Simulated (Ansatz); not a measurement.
SiC:
```
SiC
1.0
    2.85415     0.00000     0.00000
   -1.42707     2.47177     0.00000
    0.00000     0.00000     2.54271
Si C
1 1
Direct
  0.00000   0.00000   0.00000
  0.66667   0.33333   0.50000
```

This is the r²SCAN-relaxed structure. Cartesian axes are those of the cell as given.

Q: All from r²SCAN (plane waves, PAW; program Ansatz), unless another level is named. Give the bulk modulus (Birch–Murnaghan fit).

A: 205 GPa.

Q: And the elastic constants (relaxed ions, GPa)?

A: C11 = 471, C12 = 31.9, C13 = 68.5, C33 = 615, C44 = -38.6.

Space group P-6m2. A made-up cell: these elements were put on the sites of a structure type; neither database checked (COD, Materials Project) lists it. It is not the phase usual at ambient conditions (space group No. 186, 216). The cell was relaxed with r²SCAN under the symmetry of its start. At this level the phase is mechanically unstable. As this level gives no gap, shear constants depend on the k-mesh and smearing (Fermi–Dirac, 0.1 eV here). On the denser mesh and wider smearing of the elastic run this cell carries a stress of 0.8 GPa.

Potentials: the later of the program's two PAW sets.
